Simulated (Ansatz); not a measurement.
**Computed properties of SrNbO3**

SrNbO3:
```xyz
20
Lattice="5.6559 0.0000 0.0000 0.0000 8.0481 0.0000 0.0000 0.0000 5.6570" Properties=species:S:1:pos:R:3 pbc="T T T"
Sr     5.5728     6.0361     0.0013
Sr     0.0831     2.0120     5.6557
Sr     2.9111     2.0120     2.8297
Sr     2.7448     6.0361     2.8272
Nb     0.0000     4.0241     2.8285
Nb     2.8279     4.0241     0.0000
Nb     2.8279     0.0000     0.0000
Nb     0.0000     0.0000     2.8285
O      1.5753     3.8898     4.0808
O      4.0806     4.1583     1.5762
O      1.2526     4.1583     1.2523
O      4.4033     3.8898     4.4046
O      4.4033     0.1342     4.4046
O      1.2526     7.9139     1.2523
O      4.0806     7.9139     1.5762
O      1.5753     0.1342     4.0808
O      2.8037     2.0120     0.1876
O      2.8522     6.0361     5.4694
O      0.0243     6.0361     3.0161
O      5.6316     2.0120     2.6409
```

Space group Pnma (No. 62); conventional cell a = 5.6559 Å, b = 8.0481 Å, c = 5.6570 Å, α = 90.00°, β = 90.00°, γ = 90.00°.

Method: the program Ansatz at the PBEsol level (PAW). The cell and atoms are relaxed at this level. Other levels are named where they apply.

Cell and energy:

```yaml
volume_per_atom: 12.88 Å³
density: 5.89 g/cm³
Formation energy from the elements (no fitted shifts): -2.89 eV/atom
```

Electronic structure:

```yaml
electronic_character: metallic (no gap)
Density of states at the Fermi level: 0.28 states/eV per atom (mean over ±0.08 eV)
```

Mechanics:

```yaml
Bulk modulus (Birch–Murnaghan fit): 175 GPa
Pressure derivative B′: 4.0
Elastic constants (relaxed ions, GPa): C11 = 260, C22 = 304, C33 = 257, C12 = 120, C13 = 135, C23 = 129, C44 = 68.0, C55 = 113, C66 = 68.6
mechanical_stability: stable (all eigenvalues of C positive)
hill_bulk_and_shear_moduli: 176 and 77.2 GPa
Young's modulus: 202 GPa
Poisson's ratio: 0.31
debye_temperature_from_the_elastic_constants: 514 K
```

The workflow started from a Materials Project entry (that database holds measured and hypothetical structures alike); the Crystallography Open Database files this formula in space group No. 62, but the cells were not matched. Its standing as an ambient phase is unchecked. The cell was relaxed with PBEsol under the symmetry of its start; its stability against distortions is not shown here. No spin polarisation was allowed. As this level gives no gap, shear constants depend on the k-mesh and smearing (Fermi–Dirac, 0.1 eV here). The references are the lowest solids computed at this level, not always the standard phases (solids in place of the gases). Spin–orbit coupling is left out wherever it is not named.

Potentials: the later of the program's two PAW sets.
